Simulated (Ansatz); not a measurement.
Pressure against volume in Ge4MoW

The cell was found from a structure generator's guess, not taken from experiment.

These are results of DFT PBE, scalar-relativistic, plane waves, PAW (Ansatz), not measurements. Cutoff 420 eV, Γ-centred 12×12×6 mesh (6-atom cell), Gaussian smearing of 0.10 eV, no spin polarisation.

```xyz
6
Lattice="3.3398 0.0000 0.0000 0.0000 3.3398 0.0000 0.0000 0.0000 8.2882" Properties=species:S:1:pos:R:3 pbc="T T T"
Ge    0.0000    0.0000    5.4929
Ge    1.6699    1.6699    1.3381
Ge    0.0000    0.0000    2.7953
Ge    1.6699    1.6699    6.9501
Mo    0.0000    0.0000    0.0000
W     1.6699    1.6699    4.1441
```

The cell was set to several volumes, with shape and atoms relaxed at each where symmetry leaves them free. Pressure is positive in compression, and energies count from the lowest row. No row has a gap on its mesh.

| row | V (Å³/atom) | P (GPa) | ΔE (meV/atom) |
| --- | --- | --- | --- |
| 1 | 13.559 | 28.87 | 147.2 |
| 2 | 14.021 | 19.68 | 77.6 |
| 3 | 14.483 | ? | ? |
| 4 | 14.945 | 5.45 | 7.6 |
| 5 | 15.408 | -0.01 | 0.0 |
| 6 | 15.870 | -4.59 | 6.9 |
| 7 | 16.332 | -8.42 | 25.9 |
| 8 | 16.948 | -12.57 | 66.7 |

Problem. Find B = −V·ΔP/ΔV from rows 4 and 6 and from rows 1 and 2, and from the two its slope B′ and its value B0 at zero pressure.

Solution. Rows 4 and 6 give −(14.945 + 15.870)/2 × (-4.59 − (5.45))/(15.870 − 14.945) = 167.2 GPa at a mean pressure of 0.43 GPa. Rows 1 and 2 give −(13.559 + 14.021)/2 × (19.68 − (28.87))/(14.021 − 13.559) = 274.3 GPa at a mean pressure of 24.27 GPa. So B′ = (274.3 − 167.2)/(24.27 − (0.43)) = 4.49 and B0 = 167.2 − 4.49 × (0.43) = 165.3 GPa. A third-order Birch–Murnaghan fit to all the energies gives B0 = 166.3 GPa and B′ = 4.8.

Problem. Estimate the pressure and energy of row 3.

Solution. From row 5, V0 = 15.408 × (1 + (-0.01)/165.3) = 15.407 Å³/atom. Murnaghan's form P = (B0/B′)·[(V0/V)^B′ − 1] gives (165.3/4.49) × [(15.407/14.483)^4.49 − 1] = 11.78 GPa; the computed pressure is 11.95 GPa, so the estimate is off by -0.17 GPa. The work of compression from row 4, with the mean of the two pressures, gives ΔE = 7.6 + (11.78 + 5.45)/2 × (14.945 − 14.483)/160.2 × 1000 = 32.4 meV/atom (1 eV/Å³ = 160.2 GPa); the computed value is 32.3 meV/atom.

These runs have no spin–orbit coupling, which can matter for W. All volumes keep the k mesh of the relaxed cell. A later test with randomly moved atoms came back to the same energy, though modes that don't fit the test's cell weren't probed.
